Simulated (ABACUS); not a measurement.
A self-consistent single point of CdTe (F-43m, 2 atoms in the cell; from Materials Project mp-406).

```xyz
2
Lattice="0.0000 3.2821 3.2821 3.2821 0.0000 3.2821 3.2821 3.2821 0.0000" Properties=species:S:1:pos:R:3 pbc="T T T"
Cd     0.0000     0.0000     0.0000
Te     1.6411     1.6411     1.6411
```

Method: Wu-Cohen GGA, PseudoDojo 0.5 standard norm-conserving PBE (tails mended) pseudopotentials (plane waves; ABACUS).

ABACUS settings:

```
key                                                                   value
---------------  ----------------------------------------------------------
KPT                                                       Gamma 9 9 9 0 0 0
basis_type                                                               pw
dft_functional                                           GGA_X_WC+GGA_C_PBE
ecutwfc                                                              102 Ry
smearing_method                                                    gaussian
smearing_sigma                                                0.00367493 Ry
potentials       PseudoDojo 0.5 standard norm-conserving PBE (tails mended)
symmetry                                                                  1
symmetry_prec                                                         1e-05
ks_solver                                                      dav_subspace
scf_nmax                                                                100
scf_thr                                                          1.0e-09 Ry
mixing_type                                                           pulay
mixing_beta                                                             0.7
```

Results:

```
Item                                                      Value
------------------------------------------------  -------------
Number of valence electrons                                  36
Number of bands                                              28
Number of k-points after the program's reduction             35
Number of plane waves (most at a k-point)                  8363
Number of SCF iterations                                      8
FFT grid                                           60 × 60 × 60
Free energy E − TS                                -7618.3008 eV
Pressure                                              -1.31 GPa
```

Stress (GPa, positive for compression):
```
-1.31   0.00   0.00
 0.00  -1.31   0.00
 0.00   0.00  -1.31
```

For comparison: a first run (DFT, PBE, plane waves, PseudoDojo 0.5 standard norm-conserving PBE (tails mended) pseudopotentials) was changed to give this one (dft_functional: PBE → GGA_X_WC+GGA_C_PBE), and from it to this one the pressure goes from 0.88 to -1.31 GPa.

Spin-orbit coupling is left out, which matters for bands and gaps with elements this heavy. The potentials were made for another functional than the one used. The structure comes from a collection of computed structures, made at another level of theory; the collection holds predicted forms beside known ones.

Cost on one core: roughly 4 core-minutes.

“Tails mended”: in these copies of the files the far tail of each local potential was reset to the Coulomb form.
